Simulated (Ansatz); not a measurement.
Data sheet: Re (DFT)

Re:
Space group Fd-3m, origin choice 1 (No. 227); a = b = c = 5.594 Å, α = β = γ = 90.00°

| atom | site | symmetry | x | y | z |
|---|---|---|---|---|---|
| Re | 8b | -43m | 0.5000 | 0.5000 | 0.5000 |
(The calculation used a cell of 2 atoms; values per cell refer to that cell.)

Space group Fd-3m (No. 227), diamond; conventional cell a = 5.5943 Å, b = 5.5943 Å, c = 5.5943 Å, α = 90.00°, β = 90.00°, γ = 90.00°.

Method: DFT-PBEsol in the program Ansatz with PAW potentials. Geometry: relaxed at this level of theory. Other levels are named where they apply.

**Cell and energy**

```
Property              Result
---------------  -----------
Volume per atom     21.88 Å³
Density          14.13 g/cm³
```

**Electronic structure**

```
Property                                                                     Value
------------------------------------  --------------------------------------------
Electronic character                                             metallic (no gap)
Density of states at the Fermi level  0.69 states/eV per atom (mean over ±0.08 eV)
Gap with spin–orbit coupling                                       none (metallic)
```

**Mechanics**

```
Quantity                                                               Result
-------------------------------------  --------------------------------------
Bulk modulus (Birch–Murnaghan fit)                                    191 GPa
Pressure derivative B′                                                    4.2
Elastic constants (relaxed ions, GPa)       C11 = 210, C12 = 182, C44 = -62.2
Mechanical stability                   unstable (C has a negative eigenvalue)
```

**Phonons**

```
Quantity                                        Value
-----------------------------  ----------------------
Highest zone-centre frequency                211 cm⁻¹
Zone-centre stability          no imaginary mode at Γ
```

The start of the workflow was typed in or built on a structure type; neither database checked (COD, Materials Project) lists it. It is not the phase usual at ambient conditions (space group No. 194). The PBEsol relaxation kept the symmetry of its start. The run is not spin-polarised. As this level gives no gap, shear constants depend on the k-mesh and smearing (Fermi–Dirac, 0.1 eV here). As this level gives no gap, phonon frequencies hold no LO–TO term and depend on the k-mesh and smearing (Fermi–Dirac, 0.1 eV here). Spin–orbit coupling is left out wherever it is not named.

Potentials: the later of the program's two PAW sets.
